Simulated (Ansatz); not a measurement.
## Trial structures of YAl2N3: starts and ends

Computed with DFT PBE, scalar-relativistic, plane waves, PAW (Ansatz 0.2.0). Settings: cutoff 420 eV, Γ-centred meshes spaced at most about 0.3 Å⁻¹, and about 0.25 Å⁻¹ or finer for metals (2π included), Gaussian smearing. No spin polarisation in the final relaxations.

Each guess was relaxed in cell and atoms at zero pressure, within the symmetry of its start. These are static total energies at zero pressure. Coordination counts N atoms around Al and Y (those within 1.25 times the shortest such distance or 1.15 times the sum of covalent radii; a plus sign parts nearer from farther groups).

```
guess                 made from  start group  V start (Å³/atom)  end group  V end (Å³/atom)  coordination at the end  gap on mesh (eV)  E over the lowest end (meV/atom)
    1               random cell        P-3m1               16.3     P6/mmm             10.9                Y 6, Al 6                 0                               953
    2  a Materials Project cell       Cmc2_1               12.7     Cmc2_1             12.6              Y 4+1, Al 4              2.29                                 0
    3               random cell         Amm2               17.6          ?                ?                        ?                 ?                                 ?
    4               random cell         R-3m               14.8       R-3m             17.5                Y 6, Al 3                 0                              1058
```

Guess 3 as it starts:

```cif
data_structure
_symmetry_space_group_name_H-M 'Amm2'
_symmetry_Int_Tables_number 38
_cell_length_a 6.4276
_cell_length_b 4.8991
_cell_length_c 6.7231
_cell_angle_alpha 90.000
_cell_angle_beta 90.000
_cell_angle_gamma 90.000
_cell_volume 211.71
loop_
_atom_site_label
_atom_site_type_symbol
_atom_site_symmetry_multiplicity
_atom_site_Wyckoff_symbol
_atom_site_fract_x
_atom_site_fract_y
_atom_site_fract_z
_atom_site_occupancy
Y1 Y 2 a 0.00000 0.50000 0.56787 1
Al1 Al 4 c 0.29668 0.50000 0.06091 1
N1 N 4 e 0.50000 0.31023 0.84085 1
N2 N 2 a 0.00000 0.50000 0.19742 1
```

Question: Predict the end of this guess and its energy over the lowest end.

Answer: It ends in space group P4/mmm (No. 123), with a = 3.548 Å, c = 5.854 Å, 12.3 Å³/atom and no gap. It lies 1.29 eV/atom over the lowest end, above guess 4 and so the highest of the set. Counting N atoms around Al and Y, this end has Y 4, Al 1+4 and the lowest (guess 2) has Y 4+1, Al 4.

```
CELL_PARAMETERS angstrom
3.54780 0.00000 0.00000
0.00000 3.54780 0.00000
0.00000 0.00000 5.85371
ATOMIC_POSITIONS crystal
Y 0.50000 0.50000 0.00000
Al 0.00000 0.00000 0.31546
Al 0.00000 0.00000 0.68454
N 0.00000 0.50000 0.50000
N 0.50000 0.00000 0.50000
N 0.00000 0.00000 0.00000
```

Formation energies are uncorrected and refer to the elements' standard structures at the same level (N₂ as a molecule).

Question: Is the lowest end bound against the elements?

Answer: Yes: its formation energy is −1.386 eV/atom. Whether it is stable depends on the other phases of the system, which aren't compared here.

Kohn–Sham gaps at this level usually fall short of measured ones. Cells relaxed within their symmetry can be saddle points. Some candidate types were left out of the draw beforehand, so a known form may be missing.
